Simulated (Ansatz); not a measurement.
Data sheet: Au (DFT)

Au (hcp (Mg type), P6_3/mmc), a = 2.8756 Å, b = 2.8756 Å, c = 4.7572 Å, α = 90.00°, β = 90.00°, γ = 120.00°.

Space group P6_3/mmc (No. 194), hcp (Mg type); conventional cell a = b = 2.8756 Å, c = 4.7572 Å, α = β = 90.00°, γ = 120.00°.

Method: PBEsol (plane waves, PAW; program Ansatz). The cell and atoms are relaxed at this level. Other levels are named where they apply.

**Cell and energy**

Volume per atom: 17.03 Å³
Density: 19.20 g/cm³

**Electronic structure**

Electronic character: metallic (no gap)
Density of states at the Fermi level: 0.30 states/eV per atom (mean over ±0.08 eV)

The workflow started from a Materials Project entry (that database holds measured and hypothetical structures alike); the Crystallography Open Database files this formula in space group No. 194, but the cells were not matched. It is not the phase usual at ambient conditions (space group No. 225). Symmetry was held in the PBEsol relaxation; its stability against distortions is not shown here. Axis ratios of metals converge slowly with the k-mesh, so a and c are less sure than the volume. Spin–orbit coupling is left out wherever it is not named.

Potentials: the later of the program's two PAW sets.
